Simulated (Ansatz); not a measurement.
RbLuS$_{2}$ (R-3m), bands, slopes and optics on a fine k mesh: input and output

Method: PBEsol, all-electron LAPW in Ansatz 0.2.0, with spin-orbit coupling.

Cell and atoms were relaxed beforehand by PAW with this functional.

Command:

```sh
ansatz run input.yaml --threads 2 --pin off --max-ram 6144MiB --backend cpu --events-out ev --progress --plain --runs-dir out
```

Input:

```yaml
crystal:
  lattice:
    - [1.96738896178, 1.13587254669, 7.53935284765]
    - [-1.96738896178, 1.13587254669, 7.53935284765]
    - [0.0, -2.27174509337, 7.53935284765]
  atoms:
    - { symbol: Rb, position: [0.0, 0.0, 0.0] }
    - { symbol: Lu, position: [0.5, 0.5, 0.5] }
    - { symbol: S, position: [0.230235463789, 0.230235463789, 0.230235463789] }
    - { symbol: S, position: [0.769764536211, 0.769764536211, 0.769764536211] }
kpoints:
  mp_grid: { grid: [6, 6, 6] }
scf:
  occupations: { method: fixed }
hamiltonian:
  xc: pbesol
  pseudopotentials: { kind: all_electron, lapw: { basis_error: 0.001 } }
magnetization:
  noncollinear: true
  spin_orbit: true
output:
  forces: true
  stress: true
  eigenvalues: true
  eigenstates:
    nscf_kmesh: { grid: [8, 8, 8] }
    de_dk: true
    e_range: [-9, 12.078727943]
  optics:
    e_range: [0, 25]
    de: 0.2
    sigma: 0.25
    bands: { spectra_wanted_up_to: 25 }
    nscf_kmesh: { grid: [8, 8, 8] }
checkpoint:
  write: ck
  write_wavefunctions: false
```

The program printed:

```
Warning: RAYON_NUM_THREADS=2 ignored (pool sized by the plan → 2); use --threads N
LAPW: plane waves up to 7.716 Å⁻¹, error target 1.0e-3 eV per atom; Dirac's equation on spinors; S in spheres of 1.142 Å, 14 of its electrons in bands; Rb in spheres of 1.546 Å, 25 of its electrons in bands; Lu in spheres of ...
Engine: ansatz 0.2.0, x86_64-unknown-linux-gnu
Pseudopotentials: kind: all_electron
Pseudopotential: Rb, LAPW, valence charge 25, lapw/all_electron/dirac/gaussian/Rb, Dirac's equation, gaussian nucleus
Pseudopotential: Lu, LAPW, valence charge 35, lapw/all_electron/dirac/gaussian/Lu, Dirac's equation, gaussian nucleus
Pseudopotential: S, LAPW, valence charge 14, lapw/all_electron/dirac/gaussian/S, Dirac's equation, gaussian nucleus
Functional definition: PBEsol
  exchange = pbesol_x
  correlation = pbesol_c
davidson cushion auto → on  (no smearing: the cushion is to keep the highest requested band from converging to the state above it; pin scf.eigensolver.cushion to override)
non-collinear run that drives no moment, with spin-orbit: no starting moment large enough to seed its density (crystal.atoms[].spin), no starting occupations that ask for one, no magnetisation constraint and no magnetic field, so ...
Crystal: 4 atoms, lattice volume = 101.089 Å³
Basis set: ecut = 226.80982237040112 eV, 793 PW (Γ), FFT grids on a1−a3, a2−a3, a3, exchange–correlation at level 2
Bands: 106, of which v1, the nominal top of the filled ones, is band 88 counted from 1 (87 counted from 0)
Symmetry: 12 space group operations + 12 with time reversal
Magnetic group: BNS 166.98 (UNI 1328), of the structure as read, at distance tolerance 4.7e-5 Å
k-points: 32 of 216
Non-local potential: Rb, projectors of the file, none
Non-local potential: Lu, projectors of the file, none
Non-local potential: S, projectors of the file, none
Initial density: superposition of atomic densities (chi_scale 0.1, normalization cell, long waves kept (reshape's long-wave potential 0.27 eV rms))
Initial wavefunctions: plane waves of lowest kinetic energy (no species holds an atomic orbital)
Functional: x = pbesol(κ = 0.804, μ = 0.12345679012345678), c = pbesol(β = 0.046)
iter 1 solved again at ethr=3.19e-3 eV; its pass at ethr=1.00e-1 eV (dr2=2.81e0 eV) is discarded
SCF iter   1: F=—  HF=-499384.618756 eV  |F-HF|=—  |Δ(HF+E_count)|=         —  Δρ=3.63e-2  dr2=2.81e0  dr2_m=0.00e0 (ungated)  ethr=3.19e-3  |M|=0.00e0 ∫|m|=0.00e0 μB  β_m=0.30  ⟨swp⟩=2.0  Hψ=21451  notcnv=0
preconditioner: auto → Resta (q_TF=auto, 2.666 Å⁻¹)  ε∞=4.4  [insulator: Δε(μ)=2.936 eV  Ē_g=13.062 eV  n_scr=30 (ndim 8)  ℏωp=23.9 eV  f_vac=0.089  ε∞_Penn≈4.4]
spin=Noncollinear: Resta preconditioning applied to the charge; magnetization (m_x, m_y, m_z) channels mix plain (no charge-response kernel on spin).
SCF iter   2: F=—  HF=-499383.932770 eV  |F-HF|=—  |Δ(HF+E_count)|=   6.86e-1  Δρ=2.36e-2  dr2=1.25e0  dr2_m=0.00e0 (ungated)  ethr=3.19e-3  |M|=0.00e0 ∫|m|=0.00e0 μB  β_m=0.44  ⟨swp⟩=2.1  Hψ=10136  notcnv=0
SCF iter   3: F=—  HF=-499383.642392 eV  |F-HF|=—  |Δ(HF+E_count)|=   2.90e-1  Δρ=1.00e-2  dr2=2.31e-1  dr2_m=0.00e0 (ungated)  ethr=1.42e-3  |M|=0.00e0 ∫|m|=0.00e0 μB  β_m=0.43  ⟨swp⟩=2.7  Hψ=10264  notcnv=0
[... 2 lines left out ...]
SCF iter   5: F=—  HF=-499383.576410 eV  |F-HF|=—  |Δ(HF+E_count)|=         —  Δρ=1.55e-3  dr2=4.56e-3  dr2_m=0.00e0 (ungated)  ethr=5.18e-6  |M|=0.00e0 ∫|m|=0.00e0 μB  β_m=0.71  ⟨swp⟩=2.0  Hψ=18364  notcnv=0
the basis was enlarged: its passes take 2.2 MiB over the memory plan, 2 of 2 planned eigensolver slots
SCF iter   6: F=—  HF=-499383.578179 eV  |F-HF|=—  |Δ(HF+E_count)|=   1.77e-3  Δρ=4.70e-4  dr2=3.78e-4  dr2_m=0.00e0 (ungated)  ethr=5.18e-6  |M|=0.00e0 ∫|m|=0.00e0 μB  β_m=0.78  ⟨swp⟩=3.0  Hψ=11336  notcnv=0
SCF iter   7: F=—  HF=-499383.578418 eV  |F-HF|=—  |Δ(HF+E_count)|=   2.39e-4  Δρ=1.81e-4  dr2=5.91e-5  dr2_m=0.00e0 (ungated)  ethr=4.30e-7  |M|=0.00e0 ∫|m|=0.00e0 μB  β_m=0.81  ⟨swp⟩=3.2  Hψ=11436  notcnv=0
SCF iter   8: F=—  HF=-499383.578472 eV  |F-HF|=—  |Δ(HF+E_count)|=   5.41e-5  Δρ=5.02e-5  dr2=6.83e-6  dr2_m=0.00e0 (ungated)  ethr=6.72e-8  |M|=0.00e0 ∫|m|=0.00e0 μB  β_m=0.79  ⟨swp⟩=3.7  Hψ=11749  notcnv=0
SCF iter   9: F=—  HF=-499383.578474 eV  |F-HF|=—  |Δ(HF+E_count)|=   1.92e-6  Δρ=1.77e-5  dr2=5.70e-7  dr2_m=0.00e0 (ungated)  ethr=7.76e-9  |M|=0.00e0 ∫|m|=0.00e0 μB  β_m=0.89  ⟨swp⟩=3.9  Hψ=11932  notcnv=0
SCF iter  10: F=—  HF=-499383.578474 eV  |F-HF|=—  |Δ(HF+E_count)|=   4.51e-7  Δρ=5.59e-6  dr2=5.53e-8  dr2_m=0.00e0 (ungated)  ethr=6.47e-10  |M|=0.00e0 ∫|m|=0.00e0 μB  β_m=0.95  ⟨swp⟩=3.7  Hψ=11856  notcnv=0
SCF iter  11: F=—  HF=-499383.578474 eV  |F-HF|=—  |Δ(HF+E_count)|=   2.76e-8  Δρ=2.61e-6  dr2=1.30e-8  dr2_m=0.00e0 (ungated)  ethr=6.29e-11  |M|=0.00e0 ∫|m|=0.00e0 μB  β_m=0.79  ⟨swp⟩=3.0  Hψ=11665  notcnv=0
SCF iter  12: F=—  HF=-499383.578474 eV  |F-HF|=—  |Δ(HF+E_count)|=   1.37e-8  Δρ=7.47e-7  dr2=9.80e-10  dr2_m=0.00e0 (ungated)  ethr=1.77e-11 (applied; sched 1.48e-11)  |M|=0.00e0 ∫|m|=0.00e0 μB  β_m=0.79  ⟨swp⟩=3.0  Hψ=11473  notcnv=0
SCF iter  13: F=—  HF=-499383.578474 eV  |F-HF|=—  |Δ(HF+E_count)|=  9.31e-10  Δρ=2.74e-7  dr2=1.02e-10  dr2_m=0.00e0 (ungated)  ethr=1.66e-11 (applied; sched 1.11e-12)  |M|=0.00e0 ∫|m|=0.00e0 μB  β_m=0.82  ⟨swp⟩=2.9  Hψ=10654  notcnv=0
SCF iter  14: F=—  HF=-499383.578474 eV  |F-HF|=—  |Δ(HF+E_count)|=  2.33e-10  Δρ=9.42e-8  dr2=1.55e-11  dr2_m=0.00e0 (ungated)  ethr=1.64e-11 (applied; sched 1.00e-12)  |M|=0.00e0 ∫|m|=0.00e0 μB  β_m=0.86  ⟨swp⟩=2.0  Hψ=10560  notcnv=0
SCF iter  15: F=-499383.578474 eV  HF=-499383.578474 eV  |F-HF|=5.82e-11  |Δ(HF+E_count)|=  5.82e-10  Δρ=3.16e-8  dr2=1.50e-12  dr2_m=0.00e0 (ungated)  ethr=1.64e-11 (applied; sched 1.00e-12)  |M|=0.00e0 ∫|m|=0.00e0 μB  ⟨swp⟩=2.0 ...
SCF 1 converged in 15 iterations: F = -499383.578474 eV  dr2 = 1.50e-12
NSCF: frozen V_eff on 65 k-points
the basis was enlarged: its passes take 73.2 MiB over the memory plan, 2 of 2 planned eigensolver slots
NSCF: frozen V_eff on 65 k-points
SCF converged after 15 iterations
Magnetization: |M| = 0.0000 μB,  M = (+0.0000, +0.0000, +0.0000) μB
Absolute magnetization: 0.0000 μB (∫|m|)
  site 0: m = (+0.0000, +0.0000, +0.0000) μB, |m| = 0.0000 μB  (R = 1.55 Å)
  site 1: m = (+0.0000, +0.0000, +0.0000) μB, |m| = 0.0000 μB  (R = 1.55 Å)
  site 2: m = (+0.0000, +0.0000, +0.0000) μB, |m| = 0.0000 μB  (R = 1.14 Å)
  site 3: m = (+0.0000, +0.0000, +0.0000) μB, |m| = 0.0000 μB  (R = 1.14 Å)
Free energy (F): -499383.578474 eV
Harris-Foulkes:  -499383.578474 eV  (|F-HF|=5.82e-11)
Internal energy: -499383.578474 eV  (E = F + TS)
E sigma→0 (E₀):  -499383.578474 eV
Fermi energy:    8.758785 eV
--- Per-component energies (eV) ---
  E_band       = -6464.625216
  E_kinetic    = 547086.137003
  E_xc         = -12161.417901
  E_electrostatic = -1034308.297577  (all electrons and nuclei)
  E_smearing   = -0.000000  (= −TS)
  E_closure    = 0.000000  (closes the sum)
  Σ components = -499383.578474   (vs F -499383.578474, Δ=0.00e0)
  Basis errors (estimates in eV, not in F): energy 3.6e-4 per atom: plane waves 3.2e-4 (1.8e-4 summed), levels above the bands 0.0e0, relativity 6.6e-8, radial functions 4.0e-5, core shells 1.4e-6; eigenvalues (radial functions ...
--- Forces (eV/Å), atoms counted from 1 ---
  atom   1  Rb     0.00000000    -0.00000000     0.00000000
  atom   2  Lu    -0.00000000    -0.00000000    -0.00000000
  atom   3  S      0.00000000    -0.00000000    -0.01495181
  atom   4  S      0.00000000     0.00000000     0.01495181
  max |Σ_I F_I| component: 3.37e-29 eV/Å
--- Stress (GPa, compression-positive) ---
       -0.146892       0.000000       0.000000
        0.000000      -0.146892       0.000000
        0.000000       0.000000      -0.051987
  P = ⅓ Tr σ = -0.1153 GPa (-1.153 kbar)
--- Fermi surface from the table of eigenstates not read: on its mesh, or on one of the eight of every second point, the electrons fill whole bands (an insulator's do; a metal wants a denser output.eigenstates.nscf_kmesh) ---
```

Self-consistency was reached.

Head of eigenstates.tsv:

```
# spin	ik	k_frac_1	k_frac_2	k_frac_3	k_cart_x_inv_ang	k_cart_y_inv_ang	k_cart_z_inv_ang	n_plane_waves	band	set	set_size	e_ev	residual_ev	de_dk_x_ev_times_ang	de_dk_y_ev_t
# format = ansatz-eigenstates/6
# source = nscf_kmesh_points
# nscf_kmesh_grid = 8 8 8
# nscf_kmesh_shift = 0 0 0
# n_kpoints = 65
# n_rows = 2860
# fermi_ev = 8.758784999921627e0
# fermi_mp_grid = 6 6 6
# fermi_mp_shift = 0 0 0
# fermi_n_kpoints = 32
# fermi_n_bands = 106
# fermi_largest_filled_residual_ev = 1.863667928805258e-7
# vbm_ev = 8.758784999921627e0
# cbm_ev = 1.0781133979251045e1
# band_edge_residuals_ev = 7.417665121969292e-8 4.100064136550096e-7
# n_electrons = 8.8e1
# occupation_method = fixed
# xc_rung = gga
# e_minus_fermi_range_ev = -9e0 1.2078727943e1
# overlap = augmented
# smooth_dims = 20 20 40
# scf_smooth_dims = 20 20 40
# fft_grid_basis = 1 0 -1 0 1 -1 0 0 1
# n_bands_solved = 118
# n_bands_printed_max = 106
# set_resolution_ev = 1.1221393711654966e-5
# degenerate_levels = group_imposed
```

Optical peaks:

Independent-particle optical response of a crystal from Kohn-Sham bands on the fine mesh, no local fields or excitons; Cartesian axes as in the input; highest local maxima between 0.6 eV and the top less 1.5 eV.

| Property | Result |
| --- | --- |
| Fine mesh | 8, 8, 8 |
| Window top | 25 eV |
| Line width | 0.25 eV |
| Further gaussian width | 0.3 eV |
| Highest loss peak energy x | 22.93 eV |
| Highest loss peak height x | 1.701 |
| Highest eps2 peak energy x | 7.004 eV |
| Highest eps2 peak height x | 7.827 |
| Highest loss peak energy z | 21.47 eV |
| Highest loss peak height z | 2.423 |
| Highest eps2 peak energy z | 7.532 eV |
| Highest eps2 peak height z | 7.649 |
| Dielectric electronic (x, y, z) | 6.123, 6.123, 5.482 |
| Refractive index at 1 eV, x-polarised | 2.526 |

### Optical constants

Normal incidence from vacuum, light polarised along x.

```
Fine mesh              : 8, 8, 8
Line width             : 0.25 eV
Further gaussian width : 0.3 eV
```

| photon energy (eV) | refractive index | extinction | reflectivity | loss function | absorption (×10⁵ cm⁻¹) |
| --- | --- | --- | --- | --- | --- |
| 1.2 | 2.549 | 0 | 0.1904 | 0 | 0 |
| 2.4 | 2.941 | 0.062 | 0.2428 | 0.0049 | 0.151 |
| 3.6 | 2.89 | 1.287 | 0.3115 | 0.0743 | 4.698 |
| 4.8 | 2.248 | 0.972 | 0.2177 | 0.1214 | 4.729 |
| 6 | 2.556 | 1.203 | 0.2745 | 0.0965 | 7.314 |
| 7.2 | 2.027 | 1.897 | 0.3647 | 0.1294 | 13.85 |
| 8.4 | 1.122 | 1.625 | 0.3718 | 0.2397 | 13.84 |
| 9.6 | 1.031 | 1.308 | 0.2933 | 0.3506 | 12.73 |
| 10.8 | 0.795 | 1.022 | 0.2548 | 0.5784 | 11.19 |
| 12 | 0.903 | 0.76 | 0.1399 | 0.7075 | 9.247 |
| 13.2 | 0.988 | 0.702 | 0.1108 | 0.6434 | 9.386 |
| 14.4 | 1.104 | 0.762 | 0.118 | 0.5199 | 11.12 |
| 15.6 | 0.87 | 0.835 | 0.1703 | 0.6873 | 13.2 |
| 16.8 | 0.842 | 0.774 | 0.1563 | 0.7622 | 13.18 |
| 18 | 0.732 | 0.728 | 0.1706 | 0.9385 | 13.28 |
| 19.2 | 0.632 | 0.578 | 0.1568 | 1.359 | 11.24 |
| 20.4 | 0.626 | 0.43 | 0.1146 | 1.618 | 8.883 |
| 21.6 | 0.678 | 0.392 | 0.0866 | 1.412 | 8.583 |
| 22.8 | 0.62 | 0.347 | 0.0965 | 1.69 | 8.007 |
| 24 | 0.646 | 0.2 | 0.0603 | 1.238 | 4.874 |

Dielectric function:

```
Fine mesh              : 8, 8, 8
Line width             : 0.25 eV
Further gaussian width : 0.3 eV
```

```tsv
photon energy (eV)	dielectric real xx	dielectric imag xx	dielectric real zz	dielectric imag zz
0.4	6.178	0	5.519	0
0.8	6.289	0	5.594	0
1.2	6.495	0	5.732	0
1.6	6.841	0.001	5.956	0
2	7.458	0.024	6.336	0.016
2.4	8.648	0.364	6.998	0.204
2.8	10.17	2.092	7.791	0.94
3.2	9.919	5.485	8.19	2.339
3.6	6.693	7.441	7.414	3.862
4	4.167	6.138	6.251	4.052
4.4	3.919	4.798	5.988	4.161
4.8	4.11	4.371	5.316	4.275
5.2	4.399	4.146	5.633	3.803
5.6	5.15	4.606	6.424	5.005
6	5.089	6.149	5.449	6.636
6.4	3.798	7.217	3.938	6.991
6.8	2.415	7.68	3.124	6.815
7.2	0.511	7.693	2.554	7.261
7.6	-1.125	6.394	0.961	7.649
8	-1.565	4.812	-0.632	6.808
8.4	-1.382	3.649	-1.468	5.575
8.8	-0.873	2.98	-1.608	4.337
9.2	-0.568	2.872	-1.371	3.696
9.6	-0.648	2.697	-1.462	3.318
10	-0.679	2.338	-1.615	2.682
10.4	-0.606	1.968	-1.462	1.964
10.8	-0.413	1.624	-1.081	1.46
11.2	-0.12	1.428	-0.669	1.176
11.6	0.105	1.398	-0.312	1.083
12	0.237	1.373	-0.091	1.046
12.4	0.364	1.375	0.119	1.004
12.8	0.427	1.395	0.296	1.045
13.2	0.483	1.386	0.368	1.075
13.6	0.567	1.393	0.478	1.028
14	0.662	1.484	0.691	1.097
14.4	0.638	1.681	0.747	1.365
14.8	0.403	1.806	0.53	1.516
15.2	0.141	1.689	0.354	1.423
15.6	0.059	1.453	0.311	1.304
16	0.139	1.306	0.335	1.228
16.4	0.187	1.314	0.335	1.218
16.8	0.11	1.303	0.299	1.177
17.2	0.055	1.202	0.283	1.109
17.6	0.05	1.128	0.323	1.052
18	0.005	1.066	0.344	1.074
18.4	-0.033	0.938	0.301	1.073
18.8	0.003	0.808	0.271	1.047
19.2	0.065	0.73	0.248	1.021
19.6	0.098	0.684	0.217	1.053
20	0.122	0.602	0.041	1.039
20.4	0.208	0.538	-0.089	0.853
20.8	0.274	0.543	-0.099	0.634
21.2	0.292	0.544	-0.001	0.453
21.6	0.306	0.532	0.13	0.373
22	0.31	0.526	0.215	0.35
22.4	0.282	0.505	0.265	0.317
22.8	0.264	0.429	0.326	0.278
23.2	0.301	0.357	0.386	0.257
23.6	0.338	0.31	0.437	0.236
24	0.377	0.259	0.49	0.218
24.4	0.429	0.212	0.543	0.199
24.8	0.478	0.179	0.595	0.186
```

Caveats: semilocal gaps are low, and what follows the gap (onsets, screening, light masses) shifts with it; spectra summed at the mesh points alone.

Cost: 9.8 min on 2 threads of Intel(R) Xeon(R) Platinum 8488C (Sapphire Rapids), with other jobs on the host, peak memory 2 GiB.
